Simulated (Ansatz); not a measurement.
The relaxed structure here is a generated cell of AlNi: the first start was made by placing the elements on the sites of a structure type, and the end was not matched to a known phase here, so it may be hypothetical. Known forms of AlNi include space group No. 221.

The end point of a relaxation of AlNi. Space group P-6m2 (No. 187). Calculation: PBE (plane waves to 420 eV, PAW, scalar-relativistic; Ansatz, an electronic-structure program).

Space group P-6m2 (No. 187); a = b = 2.759 Å, c = 3.818 Å, α = β = 90.00°, γ = 120.00°

```csv
atom,site,symmetry,x,y,z
Ni,1a,-6m2,0.0000,0.0000,0.0000
Al,1f,-6m2,0.6667,0.3333,0.5000
```

**Question.** What magnetic moment does PBE give?

**Answer.** Zero (the starting moments vanished).

No spin polarisation in the result: the starting moments vanished. A magnetic state may lie lower.

The run could not lose the symmetry of its start: the end is stationary, and may be a saddle point rather than a minimum.

All atoms sit on sites fixed by symmetry, so only the cell could relax.
